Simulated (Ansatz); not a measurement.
A geometry of Zr away from equilibrium: step 3 of the relaxation of a relaxed Zr cell displaced along its unstable phonon at q = (½, ½, 0) of its primitive reciprocal cell (105i cm⁻¹), largest move 0.15 Å. All values below come from r2SCAN (plane waves to 500 eV, PAW, scalar-relativistic; Ansatz, a first-principles code). Γ-centred k-mesh 11×11×11 on the run's cell (coarser than for final values), Fermi–Dirac smearing 0.05 eV. The plane waves were selected for a different cell earlier on the path.

```xyz
2
Lattice="5.7158 0.0000 0.0000 2.8579 2.8579 0.0000 0.0000 0.0000 2.9220" Properties=species:S:1:pos:R:3 pbc="T T T"
Zr     0.0000     0.0000     0.5440
Zr     2.8579     0.0000    -0.5440
```

Question: Give the Cartesian forces on all atoms (eV/Å).

Answer: 
```tsv
atom	Fx	Fy	Fz
Zr1	0.00	0.00	1.77
Zr2	0.00	0.00	-1.77
```

The path ends in I4/mmm (No. 139) (AFLOW prototype A_tI2_139_a (A_a)). No spin polarisation in the result.

The run could not lose the symmetry of its start: the end is stationary, and may be a saddle point rather than a minimum.

The end of the path is a generated cell of Zr: the first start was made by placing the elements on the sites of a structure type, and the end was not matched to a known phase here, so it may be hypothetical. Known forms of Zr include space group No. 194.
